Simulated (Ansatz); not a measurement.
Relaxed-ion elastic tensor of CsSnBr₃ (cubic perovskite, space group No. 221) in GPa (Voigt order), PBE in the plane-wave PAW code Ansatz; density 4.00 g/cm³, 40.80 Å³ per atom.

|  | 1 | 2 | 3 | 4 | 5 | 6 |
|---|---|---|---|---|---|---|
| 1 | 42.9 | 7.3 | 7.3 | 0.0 | 0.0 | 0.0 |
| 2 | 7.3 | 42.9 | 7.3 | 0.0 | 0.0 | 0.0 |
| 3 | 7.3 | 7.3 | 42.9 | 0.0 | 0.0 | 0.0 |
| 4 | 0.0 | 0.0 | 0.0 | 5.2 | 0.0 | 0.0 |
| 5 | 0.0 | 0.0 | 0.0 | 0.0 | 5.2 | 0.0 |
| 6 | 0.0 | 0.0 | 0.0 | 0.0 | 0.0 | 5.2 |

### Question
Is the crystal mechanically stable?

### Answer
Yes: the smallest eigenvalue of C is 5.2 GPa.

### Question
Work out the Voigt, Reuss and Hill averages.

### Answer
K_V = 19.2, K_R = 19.2, K_H = 19.2; G_V = 10.2, G_R = 7.2, G_H = 8.7 GPa.

### Question
Give Young's modulus, Poisson's ratio, Pugh's ratio and the universal anisotropy index.

### Answer
E = 9KG/(3K + G) = 22.7 GPa; ν = 0.30; K/G = 2.20 (ductile by the Pugh limit of 1.75); A_U = 5G_V/G_R + K_V/K_R − 6 = 2.08.

### Question
Estimate the sound speeds and the Debye temperature.

### Answer
v_l = √((K + 4G/3)/ρ) = 2780 m/s, v_t = √(G/ρ) = 1480 m/s, mean 1650 m/s; Θ = (h/k)(3n/4πV)^(1/3) v_m = 143 K.

### Question
Give the Zener ratio and Young's modulus along [100], [110] and [111].

### Answer
A = 2C44/(C11 − C12) = 0.29; 1/E = S11 − 2(S11 − S12 − S44/2)Γ with Γ = 0, 1/4, 1/3 gives 40.8, 17.0, 14.2 GPa.

### Question
Solve the Christoffel equation for the three sound speeds along [100], [110], [111].

### Answer
Eigenvalues of C_ijkl n_j n_l equal ρv². In km/s, slowest first: [100] 1.14, 1.14, 3.28; [110] 1.14, 2.11, 2.75; [111] 1.84, 1.84, 2.55.

Space group Pm-3m (cubic perovskite). Symmetry was held in the PBE relaxation; of distortions, only those at the zone centre were tested. Scalar-relativistic: spin–orbit coupling is off unless named, which matters more the heavier the elements.

Potentials: the later of the program's two PAW sets.
